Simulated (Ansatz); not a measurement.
These are results of DFT PBE, scalar-relativistic, plane waves, PAW (Ansatz 0.2.0), not measurements. All cells share a 420 eV cutoff and Γ-centred k meshes spaced at most about 0.3 Å⁻¹ (about 0.25 or finer for metals, 2π included). Collinear spin in cells that started with moments and kept them past the coarse steps, no spin elsewhere.

These are static total energies at zero pressure.

Two forms of Sc₂AlF₃ were relaxed alike.

1. (site moments Sc -0.1 (×2) μB)

```
Sc Al F
1.0
     3.73680    0.00000    0.00000
    -1.86840    3.23616    0.00000
     0.00000    0.00000    7.38326
Sc Al F
2 1 3
Direct
  0.66667 0.33333 0.32009
  0.66667 0.33333 0.67991
  0.00000 0.00000 0.00000
  0.00000 0.00000 0.50000
  0.33333 0.66667 0.00000
  0.33333 0.66667 0.50000
```

2. (no spin)

```
Sc Al F
1.0
     3.05710    0.00000    0.00000
     0.00000    3.05710    0.00000
     0.00000    0.00000   10.04439
Sc Al F
2 1 3
Direct
  0.50000 0.50000 0.78938
  0.50000 0.50000 0.21062
  0.50000 0.50000 0.50000
  0.00000 0.00000 0.00000
  0.00000 0.00000 0.76751
  0.00000 0.00000 0.23249
```

Question: Which would you expect to be lower, and how large is the difference?

Answer: Cell 2 is lower, by 289 meV/atom. Cell 1 has space group P-6m2 (No. 187), 14.9 Å³/atom and no gap on its mesh; cell 2 has space group P4/mmm (No. 123), 15.6 Å³/atom and no gap. Counting F atoms around Al and Sc (those within 1.25 times the shortest such distance or 1.15 times the sum of covalent radii, 1.27 where that leaves under three; the shortest distance is added where it exceeds 1.18 times the sum of covalent radii), cell 1 has Sc 6, Al 3 from 2.2 Å and cell 2 has Sc 4, Al 8 from 3.4 Å. Their magnetic states differ too. The lower one is the more open, so pressure narrows the difference. In cell 1, Sc has 6 F at 2.53 Å, 1 Sc at 2.66 Å, 3 Al at 3.20 Å and 3 F at 3.20 Å; Al has 3 F at 2.16 Å and 6 Sc at 3.20 Å; around F on its first site lie 3 F at 2.16 Å and 6 Sc at 2.53 Å; 2 more sites not described. In cell 2, Sc is surrounded by 4 F at 2.17 Å, 1 Al at 2.91 Å, 4 F at 3.02 Å and 4 Sc at 3.06 Å; around Al lie 2 Sc at 2.91 Å, 4 Al at 3.06 Å and 8 F at 3.45 Å; around F on a site of symmetry 4/mmm lie 2 F at 2.34 Å (long against covalent radii, as for large ions); 1 more site not described. Both come from invented guesses. A third cell relaxed alike, in R-3m, lies 0.35 eV/atom below the lower of the two.

The magnetic state reached may not be the lowest. Cells relaxed within their symmetry can be saddle points. Some types were kept out of the candidates beforehand, so the set may lack a known form.
